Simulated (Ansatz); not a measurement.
ZrZn:
```cif
data_ZnZr
_chemical_formula_sum 'Zr1 Zn1'
_space_group_name_H-M_alt 'P 1'
_space_group_IT_number 1
_cell_length_a 3.32301
_cell_length_b 3.32301
_cell_length_c 3.32301
_cell_angle_alpha 90.000
_cell_angle_beta 90.000
_cell_angle_gamma 90.000
loop_
_space_group_symop_operation_xyz
  'x, y, z'
loop_
_atom_site_label
_atom_site_type_symbol
_atom_site_fract_x
_atom_site_fract_y
_atom_site_fract_z
_atom_site_occupancy
Zr1 Zr 0.50000 0.50000 0.50000 1
Zn1 Zn 0.00000 0.00000 0.00000 1
```

Relaxed with r²SCAN.

Problem. Which orbitals make up the states near the Fermi level in the program Ansatz at the r²SCAN level (PAW)?

Solution. Within 0.5 eV of the Fermi level: Zr 4d 79 %, outside the projected shells 17 %. Projections are on Löwdin-orthogonalised atomic valence shells; empty p or d shells of many metals are not among them.

Problem. Tabulate the density of states.

Solution. States/eV per cell of 2 atoms, in 0.25 eV bins, energy from the Fermi level.

```
E (eV)  total  Zn 3d  Zr 4d  Zn 4s
------  -----  -----  -----  -----
-7.85    0.14   0.01   0.00   0.05
-7.60    3.53   3.16   0.12   0.10
-7.35   27.82  26.87   0.46   0.19
-7.10    9.03   8.81   0.05   0.08
-6.85    0.28   0.08   0.01   0.08
-6.60    0.28   0.04   0.01   0.10
-6.35    0.31   0.03   0.02   0.12
-6.10    0.35   0.03   0.03   0.15
-5.85    0.39   0.03   0.04   0.17
-5.60    0.45   0.03   0.06   0.20
-5.35    0.52   0.03   0.09   0.24
-5.10    0.64   0.03   0.13   0.31
-4.85    0.89   0.05   0.24   0.45
-4.60    1.66   0.11   0.64   0.78
-4.35    0.77   0.04   0.40   0.29
-4.10    0.40   0.01   0.23   0.13
-3.85    0.31   0.01   0.18   0.08
-3.60    0.27   0.00   0.14   0.05
-3.35    0.27   0.01   0.13   0.04
-3.10    0.29   0.01   0.13   0.04
-2.85    0.37   0.01   0.18   0.04
-2.60    0.64   0.01   0.39   0.04
-2.35    0.94   0.02   0.60   0.04
-2.10    1.40   0.02   0.91   0.04
-1.85    1.65   0.03   1.06   0.04
-1.60    1.36   0.03   0.91   0.04
-1.35    1.10   0.02   0.78   0.04
-1.10    1.13   0.02   0.85   0.03
-0.85    2.05   0.05   1.72   0.02
-0.60    2.69   0.04   2.18   0.02
-0.35    1.53   0.01   1.16   0.03
-0.10    0.47   0.00   0.36   0.02
0.15     0.35   0.01   0.29   0.01
0.40     1.48   0.02   1.24   0.04
0.65     1.90   0.02   1.66   0.03
0.90     1.56   0.01   1.36   0.02
1.15     1.22   0.01   1.04   0.03
1.40     1.77   0.01   1.46   0.05
1.65     1.90   0.02   1.53   0.06
1.90     1.85   0.02   1.46   0.06
2.15     1.80   0.02   1.39   0.07
2.40     1.75   0.03   1.41   0.04
2.65     2.53   0.04   2.08   0.05
2.90     1.77   0.02   1.36   0.07
3.15     1.38   0.01   1.05   0.04
3.40     1.22   0.01   0.90   0.05
3.65     0.99   0.01   0.79   0.02
3.90     0.33   0.00   0.25   0.02
4.15     0.26   0.00   0.11   0.06
4.40     0.49   0.00   0.16   0.13
4.65     0.53   0.00   0.17   0.13
```

Space group Pm-3m (CsCl type). The first step of the workflow began from a Materials Project structure, measured or hypothetical; the Crystallography Open Database files this formula in space group No. 221, but the cells were not matched. Whether it is the stable phase at ambient conditions was not checked. The r²SCAN relaxation kept the symmetry of its start; its stability against distortions is not shown here. No spin polarisation was allowed. Scalar-relativistic: spin–orbit coupling is off unless named, which matters more the heavier the elements.

Potentials: the later of the program's two PAW sets.
